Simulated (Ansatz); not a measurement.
Rb2TlAgF6:
Space group Fm-3m (No. 225); a = b = c = 9.0372 Å, α = β = γ = 90.00°

```
atom  site  symmetry       x       y       z
----  ----  --------  ------  ------  ------
Rb      8c      -43m  0.2500  0.2500  0.2500
Tl      4a      m-3m  0.0000  0.0000  0.0000
Ag      4b      m-3m  0.5000  0.5000  0.5000
F      24e      4m.m  0.0000  0.0000  0.2404
```
(The calculation used a cell of 10 atoms; values per cell refer to that cell.)

Relaxed with r²SCAN.

**Question.** Which orbitals make up the states near the band edges in DFT-r²SCAN in the program Ansatz with PAW potentials?

**Answer.** Top 1 eV of the valence band: Ag 4d 77 %, F 2p 17 %. Bottom 1 eV of the conduction band: Tl 6s 37 %, F 2p 22 %, Rb 5s 18 %, Ag 5s 10 %, F 2s 9 %. Projections are on Löwdin-orthogonalised atomic valence shells; empty p or d shells of many metals are not among them.

**Question.** Tabulate the density of states.

**Answer.** States/eV per cell of 10 atoms, in 0.25 eV bins, energy from the valence-band maximum.

| E (eV) | total | F 2p | Ag 4d | Tl 6s |
|---|---|---|---|---|
| -7.85 | 0.00 | 0.00 | 0.00 | 0.00 |
| -7.60 | 0.00 | 0.00 | 0.00 | 0.00 |
| -7.35 | 0.67 | 0.43 | 0.00 | 0.20 |
| -7.10 | 7.33 | 4.68 | 0.16 | 2.20 |
| -6.85 | 0.00 | 0.00 | 0.00 | 0.00 |
| -6.60 | 0.00 | 0.00 | 0.00 | 0.00 |
| -6.35 | 0.00 | 0.00 | 0.00 | 0.00 |
| -6.10 | 0.00 | 0.00 | 0.00 | 0.00 |
| -5.85 | 0.00 | 0.00 | 0.00 | 0.00 |
| -5.60 | 0.03 | 0.03 | 0.00 | 0.00 |
| -5.35 | 6.88 | 5.77 | 0.29 | 0.00 |
| -5.10 | 15.10 | 12.98 | 0.93 | 0.01 |
| -4.85 | 1.99 | 1.80 | 0.03 | 0.00 |
| -4.60 | 0.00 | 0.00 | 0.00 | 0.00 |
| -4.35 | 1.56 | 1.34 | 0.12 | 0.00 |
| -4.10 | 18.68 | 16.22 | 1.45 | 0.00 |
| -3.85 | 25.70 | 23.11 | 1.28 | 0.00 |
| -3.60 | 38.16 | 36.25 | 0.67 | 0.01 |
| -3.35 | 21.97 | 20.83 | 0.41 | 0.01 |
| -3.10 | 5.93 | 5.28 | 0.14 | 0.00 |
| -2.85 | 0.00 | 0.00 | 0.00 | 0.00 |
| -2.60 | 0.00 | 0.00 | 0.00 | 0.00 |
| -2.35 | 0.00 | 0.00 | 0.00 | 0.00 |
| -2.10 | 0.00 | 0.00 | 0.00 | 0.00 |
| -1.85 | 0.00 | 0.00 | 0.00 | 0.00 |
| -1.60 | 0.00 | 0.00 | 0.00 | 0.00 |
| -1.35 | 0.31 | 0.02 | 0.28 | 0.00 |
| -1.10 | 23.76 | 2.22 | 21.44 | 0.01 |
| -0.85 | 2.00 | 0.17 | 1.58 | 0.17 |
| -0.60 | 3.40 | 0.43 | 2.67 | 0.17 |
| -0.35 | 5.67 | 1.01 | 4.43 | 0.04 |
| -0.10 | 4.87 | 1.16 | 3.56 | 0.01 |
| 0.15 | 0.00 | 0.00 | 0.00 | 0.00 |
| 0.40 | 0.00 | 0.00 | 0.00 | 0.00 |
| 0.65 | 0.00 | 0.00 | 0.00 | 0.00 |
| 0.90 | 0.02 | 0.00 | 0.00 | 0.01 |
| 1.15 | 0.23 | 0.04 | 0.00 | 0.08 |
| 1.40 | 0.39 | 0.08 | 0.00 | 0.14 |
| 1.65 | 0.58 | 0.13 | 0.01 | 0.22 |
| 1.90 | 0.86 | 0.23 | 0.02 | 0.35 |
| 2.15 | 1.51 | 0.45 | 0.04 | 0.68 |
| 2.40 | 1.98 | 0.64 | 0.09 | 0.95 |
| 2.65 | 2.38 | 0.82 | 0.15 | 1.21 |
| 2.90 | 0.04 | 0.01 | 0.00 | 0.02 |
| 3.15 | 0.00 | 0.00 | 0.00 | 0.00 |
| 3.40 | 0.00 | 0.00 | 0.00 | 0.00 |
| 3.65 | 0.00 | 0.00 | 0.00 | 0.00 |
| 3.90 | 0.00 | 0.00 | 0.00 | 0.00 |
| 4.15 | 0.00 | 0.00 | 0.00 | 0.00 |
| 4.40 | 0.00 | 0.00 | 0.00 | 0.00 |
| 4.65 | 0.42 | 0.03 | 0.00 | 0.01 |
| 4.90 | 2.36 | 0.24 | 0.00 | 0.11 |
| 5.15 | 3.75 | 0.44 | 0.00 | 0.27 |
| 5.40 | 1.36 | 0.17 | 0.00 | 0.11 |
| 5.65 | 0.11 | 0.02 | 0.00 | 0.02 |

The workflow started from a Materials Project entry (that database holds measured and hypothetical structures alike); the Crystallography Open Database copy checked does not list it. Whether it is the stable phase at ambient conditions was not checked. The cell was relaxed with r²SCAN under the symmetry of its start; whether a distortion lowers the energy is not shown. The run is not spin-polarised. Spin–orbit coupling is left out wherever it is not named.

Potentials: the later of the program's two PAW sets.
